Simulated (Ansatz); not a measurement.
Si2Ni:
```yaml
crystal:
  lattice:
    - [0.00000, 2.67400, 2.67400]
    - [2.67400, 0.00000, 2.67400]
    - [2.67400, 2.67400, 0.00000]
  atoms:
    - { symbol: Si, position: [0.25000, 0.25000, 0.25000] }
    - { symbol: Si, position: [0.75000, 0.75000, 0.75000] }
    - { symbol: Ni, position: [0.00000, 0.00000, 0.00000] }
```

Relaxed with LDA. Special points in fractions of this cell's reciprocal vectors: Γ (0.000, 0.000, 0.000); X (0.500, 0.000, 0.500); U (0.625, 0.250, 0.625); K (0.375, 0.375, 0.750); L (0.500, 0.500, 0.500); W (0.500, 0.250, 0.750).

**Question.** List the band energies nearest the Fermi level at these points for LDA in the plane-wave PAW code Ansatz.

**Answer.** In eV from the Fermi level; about four levels below and three above (degenerate sets whole), none deeper than 8.9 eV; points with the same levels are listed once.

```json
[
 {"k": "Γ", "below": "-5.46 -5.46 -5.46 -3.71 -3.71 -0.15", "above": "1.76 1.76 1.76"},
 {"k": "X", "below": "-3.83 -3.83 -3.63 -3.28 -0.40", "above": "1.32 7.77 8.46 8.46"},
 {"k": "U", "below": "-4.02 -3.63 -3.08 -2.76", "above": "0.21 3.62 4.75"},
 {"k": "L", "below": "-3.52 -3.52 -1.52 -1.52", "above": "1.77 1.85 1.85"},
 {"k": "W", "below": "-3.93 -3.93 -3.82 -3.36 -2.56", "above": "2.28 2.28 4.59"}
]
```

Space group Fm-3m (fluorite or antifluorite type). Symmetry was held in the LDA relaxation. No spin polarisation was allowed.

Potentials: the earlier of the program's two PAW sets. The files were generated under PBE; for other functionals the program regenerates the frozen cores, and for LDA and PBEsol the local potential too.
